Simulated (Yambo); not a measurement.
CdZn3S4 (space group P-43m, No. 215), G0W0@PBEsol in Yambo with this input:

```
rim_cut
gw0
dyson
el_el_corr
HF_and_locXC
ppa
em1d
RandQpts= 1000000
RandGvec= 1 Ry
EXXRLvcs= 102 Ry
VXCRLvcs= 408 Ry
Chimod= "HARTREE"
% BndsRnXp
 17 | 331 |
%
NGsBlkXp= 8 Ry
% LongDrXp
 1.0 | 1.0 | 1.0 |
%
PPAPntXp= 27.2114 eV
% GbndRnge
 1 | 331 |
%
GTermKind= "BG"
DysSolver= "n"
ExtendOut
```

On a 2×2×2 mesh, with wavefunctions cut at 102 Ry, the gap (Γ → Γ) is 2.841 eV and the valence edge shifts by -0.825 eV.

What happens with this change: 3 Ry block?

The gap falls by 0.120 eV, to 2.721 eV; the shift of the valence edge becomes -0.597 eV. Neither run is shown to be the converged limit.

Spin-orbit coupling is not included.

Geometry of the Materials Project entry, not relaxed at this level; primitive cell a = b = c = 5.511 Å, α = β = γ = 90.00°.

The structure is a Materials Project entry; no match was found in the copy of COD used, and its stability was not checked.

A shift is the quasiparticle energy of the state minus its PBEsol energy.
